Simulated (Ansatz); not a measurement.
Relaxed Ca (fcc, Cu type):

```
Ca
1.0
    0.00000     5.52644     5.52644
    2.76322     2.76322     5.52644
    2.76322     2.76322     0.00000
Ca
2
Direct
  0.00000   0.00000   0.00000
  0.50000   0.00000   0.00000
```

The atoms are displaced by Q × the pattern below (from a DFPT mode at X = (0.5, 0.5, 0.0), largest move 1; Q in Å), at fixed cell. It is one choice among 2 degenerate patterns. (q is in reciprocal vectors of the primitive cell; the cell shown is doubled to hold the pattern.)

| atom | x | y | z |
|---|---|---|---|
| Ca1 | 0.000 | 1.000 | 0.000 |
| Ca2 | 0.000 | -1.000 | 0.000 |

Method: PBE (plane waves to 420 eV, PAW, scalar-relativistic; Ansatz, a first-principles code). k mesh 15×15×15 (Γ-centred), Fermi-Dirac smearing 0.05 eV. The energy includes the smearing's −TS. With partly filled bands, energies and forces of such displacements shift with the k mesh and the smearing. Ca was relaxed with its symmetry unable to fall. The PAW data are Ansatz's earlier set. The zero of ΔE is the undisplaced structure.

The scan covers Q from -0.100 to 0.100 Å in 13 points.

Problem. Which space group does the distorted structure have?

Solution. Cmcm (No. 63), lowered from Fm-3m.

Problem. Is this a single well or a double well?

Solution. A single well with its minimum at or next to zero displacement.

Problem. What is the energy change at Q = 0.100 Å?

Solution. 24.1 meV/cell.

Problem. What harmonic wavenumber does the curvature at Q = 0 give?

Solution. 128 cm⁻¹.

(For displaced atoms, the force is minus the slope of the energy, and its curvature is a force constant, which sets phonon frequencies.)
